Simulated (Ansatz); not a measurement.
Space group P6_3/mmc (No. 194). a = 3.146 Å, b = 3.146 Å, c = 12.694 Å, α = 90.00°, β = 90.00°, γ = 120.00°
```json
{"atom": "W", "site": "2c", "symmetry": "-6m2", "x": "0.3333", "y": "0.6667", "z": "0.2500"}
{"atom": "S", "site": "4f", "symmetry": "3m.", "x": "0.3333", "y": "0.6667", "z": "0.6265"}
```

Equation of state of this WS₂ structure (not necessarily the ground state), with shape and atoms relaxed at each volume where symmetry leaves them free. The calculation used DFT PBEsol, scalar-relativistic, plane waves, PAW in Ansatz 0.2.0.

Cutoff 420 eV; k points 12×12×4 on the computed 6-atom cell (Γ-centred); Gaussian smearing, width 0.02 eV; no spin polarisation.

```json
{"V (Å³/atom)": "17.048", "E − E(largest V) (meV/atom)": "3.85", "P (GPa)": "2.14", "gap on mesh (eV)": "0.81"}
{"V (Å³/atom)": "17.592", "E − E(largest V) (meV/atom)": "-0.90", "P (GPa)": "0.80", "gap on mesh (eV)": "0.96"}
{"V (Å³/atom)": "18.136", "E − E(largest V) (meV/atom)": "-2.08", "P (GPa)": "-0.01", "gap on mesh (eV)": "1.10"}
{"V (Å³/atom)": "18.680", "E − E(largest V) (meV/atom)": "-1.40", "P (GPa)": "-0.35", "gap on mesh (eV)": "1.24"}
{"V (Å³/atom)": "19.224", "E − E(largest V) (meV/atom)": "0.00", "P (GPa)": "-0.50", "gap on mesh (eV)": "1.37"}
```

Question: Fit a third-order Birch–Murnaghan equation to E(V).

Answer: V0 = 18.14 Å³/atom, B0 = 18 GPa, B0' = 23.9. B0' is unusual or poorly fixed by this range. Weakly bound parts are held here without a dispersion correction, so V0, B0 and B0' are rough as values of the real crystal.

Spin-orbit coupling is left out, which matters for the bands of heavy elements. The cell holds layers, and where no dispersion correction was added their binding is poorly described.

The gaps are read on the mesh, which can miss the band edges, so they can be too wide.